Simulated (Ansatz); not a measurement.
## PbF2 (fluorite): scan of one atom of the cell

Starting cell, PbF₂ (fluorite):

```yaml
crystal:
  lattice:
    - [0.00000, 3.00038, 3.00038]
    - [3.00038, 0.00000, 3.00038]
    - [3.00038, 3.00038, 0.00000]
  atoms:
    - { symbol: Pb, position: [0.00000, 0.00000, 0.00000] }
    - { symbol: F, position: [0.75000, 0.75000, 0.75000] }
    - { symbol: F, position: [0.25000, 0.25000, 0.25000] }
```

Scan: atom 1 (Pb, nearest neighbour F at 2.598 Å; its periodic images, 4.2 Å or more away, move with it) is displaced towards the nearest neighbour, direction (-0.577, 0.577, 0.577) in Cartesian axes, by s. The other atoms stay.

Level of theory: PBE (plane waves to 420 eV, PAW, scalar-relativistic; Ansatz, a first-principles code). k mesh 8×8×8 (Γ-centred), Fermi-Dirac smearing 0.05 eV. E stands for the smeared free energy. Compression counts positive. F∥ is the force on the atom along that direction. PbF2 was relaxed with its symmetry unable to fall. Spin-orbit coupling is left out, though Pb is heavy. ΔE is measured from the undisplaced structure.

```
s (Å)   ΔE (meV/cell)  P (GPa)  F∥ (eV/Å)
------  -------------  -------  ---------
-0.260           45.8     1.44      0.437
-0.208           26.9     0.90      0.300
-0.156           14.1     0.50      0.197
-0.104            5.9     0.22      0.119
-0.052            1.4     0.06      0.056
0.000             0.0     0.00      0.000
0.052             1.4     0.06     -0.056
0.104             5.9     0.22     -0.119
0.156            14.1     0.50     -0.197
0.208            26.9     0.90     -0.300
0.260            45.8     1.44     -0.438
```

Read from the data:

The energy at s = 0.260 Å is 45.8 meV/cell, the force along the line at s = -0.260 Å is 0.437 eV/Å and the force constant k = d²E/ds² at s = 0 (finite differences) is 1.05 eV/Å². Symmetry of the curve: even: the same for both signs. Shape of the curve: a single well with its minimum at or next to zero displacement. Harmonic estimate at the end of the scan: ½ks² = 35.4 meV/cell against the computed 45.8 meV/cell, so the well is stiffer than harmonic there.

(For displaced atoms, the force is minus the slope of the energy, and its curvature is a force constant, which sets phonon frequencies.)
